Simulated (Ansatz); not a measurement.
# Phonon dispersion of ZnCd3O4

All numbers below come from DFT PBE, scalar-relativistic, plane waves, PAW (Ansatz). Cutoff 420 eV, 12×12×4 k-points (Γ-centred), Fermi-Dirac smearing of 0.15 eV. No spin polarisation. Phonons by linear response, acoustic sum rule imposed.

Relaxed structure:
```
Zn Cd O
1.0
     3.32589    0.00000    0.00000
     0.00000    3.32589    0.00000
     0.00000    0.00000    9.27112
Zn Cd O
1 3 4
Cartesian
  0.0000 0.0000 0.0000
  1.6629 1.6629 2.2397
  0.0000 0.0000 4.6356
  1.6629 1.6629 7.0315
  0.0000 0.0000 2.1479
  1.6629 1.6629 4.6356
  0.0000 0.0000 7.1232
  1.6629 1.6629 0.0000
```

The structure comes from a generated guess, relaxed at this level; another structure or a mixture of phases may lie lower. In a metal, frequencies and elastic constants depend on the k mesh and the smearing, soft modes and shear constants most. The q mesh is coarse, so values between its points are rough. A semilocal functional can close a gap that the real compound has.

Force constants from linear response on a 2×2×1 q mesh.

**Question.** Is the structure dynamically stable on this mesh?

**Answer.** No: at q = (0.000, -0.500, 0.000) a mode is imaginary, 158i cm⁻¹.

**Question.** Give the frequencies (cm⁻¹; i marks imaginary ones) at the irreducible q points, in fractions of the reciprocal vectors.

**Answer.**
```tsv
q	star	frequencies
0.000 0.000 0.000	1	149i 149i 0 0 0 72 72 76 76 117 117 120 155 177 213 278 278 310 310 320 320 350 354 500
0.000 -0.500 0.000	2	158i 105i 46 82 104 106 106 106 106 127 169 171 176 212 214 226 244 249 260 345 373 409 421 495
-0.500 -0.500 0.000	1	88i 88i 85 95 102 102 125 125 139 139 150 155 227 227 246 256 286 343 343 369 369 384 384 462
```
